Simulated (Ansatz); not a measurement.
Given:

MoTe2 (2H-MoS2 type, space group P6_3/mmc)

```yaml
crystal:
  lattice:
    - [3.54214, 0.00000, 0.00000]
    - [-1.77107, 3.06758, 0.00000]
    - [0.00000, 0.00000, 14.18192]
  atoms:
    - { symbol: Mo, position: [0.33333, 0.66667, 0.75000] }
    - { symbol: Mo, position: [0.66667, 0.33333, 0.25000] }
    - { symbol: Te, position: [0.33333, 0.66667, 0.12347] }
    - { symbol: Te, position: [0.66667, 0.33333, 0.62347] }
    - { symbol: Te, position: [0.66667, 0.33333, 0.87653] }
    - { symbol: Te, position: [0.33333, 0.66667, 0.37653] }
```

This relaxed cell (volume V₀) is scaled evenly in all directions, its shape held. The atoms relax within the cell's symmetry.

Calculation: r2SCAN+rVV10 (plane waves to 500 eV, PAW, scalar-relativistic; Ansatz, a program for electronic structure). k mesh 11×11×3 (Γ-centred), Fermi-Dirac smearing 0.05 eV. The energy includes the smearing's −TS. Compression counts positive. With the shape held, the modulus is that of even scaling; a crystal free to change shape is softer. MoTe2 is run without spin polarisation. MoTe2 was relaxed with its symmetry unable to fall. Spin-orbit coupling is left out, though Te is heavy. The zero of ΔE is the relaxed starting cell.

The scan covers V/V₀ from 0.940 to 1.060 in 9 points.

Problem. What bulk modulus at fixed cell shape B₀ follows from a third-order Birch-Murnaghan fit?

Solution. 45.8 GPa.

Problem. What is the fitted pressure derivative B₀′?

Solution. 4.7.

(Under strain, the slope of the energy per volume gives the stress and its curvature an elastic modulus.)
